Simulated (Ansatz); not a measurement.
ZrIr3:
```
CELL_PARAMETERS angstrom
      3.93336     0.00000     0.00000
      0.00000     3.93336     0.00000
      0.00000     0.00000     3.93336
ATOMIC_POSITIONS crystal
  Ir 0.00000 0.50000 0.50000
  Ir 0.50000 0.00000 0.50000
  Ir 0.50000 0.50000 0.00000
  Zr 0.00000 0.00000 0.00000
```

Relaxed with PBEsol. Special points in fractions of this cell's reciprocal vectors: Γ (0.000, 0.000, 0.000); X (0.000, 0.500, 0.000); M (0.500, 0.500, 0.000); R (0.500, 0.500, 0.500).

List the band energies nearest the Fermi level at these points for PBEsol in the plane-wave PAW code Ansatz.

In eV from the Fermi level; about four levels below and three above (degenerate sets whole), none deeper than 8.9 eV; points with the same levels are listed once.

```json
[
 {"k": "Γ", "below": "-5.74 -5.74 -5.74 -2.28 -2.28 -2.28", "above": "0.01 0.01 1.34"},
 {"k": "X", "below": "-1.69 -1.21 -1.06 -1.06", "above": "0.36 1.71 1.71"},
 {"k": "M", "below": "-1.58 -1.58 -0.74 -0.67", "above": "2.54 2.54 2.98"},
 {"k": "R", "below": "-2.35 -2.35 -2.35 -1.70 -1.70 -0.19", "above": "1.15 1.15 1.15"}
]
```

Space group Pm-3m (Cu3Au type). The workflow started from an entry of the Crystallography Open Database (COD). Its standing as an ambient phase is unchecked. The cell was relaxed with PBEsol under the symmetry of its start; whether a distortion lowers the energy is not shown. No spin polarisation was allowed. Scalar-relativistic: spin–orbit coupling is off unless named, which matters more the heavier the elements.

Potentials: the later of the program's two PAW sets.
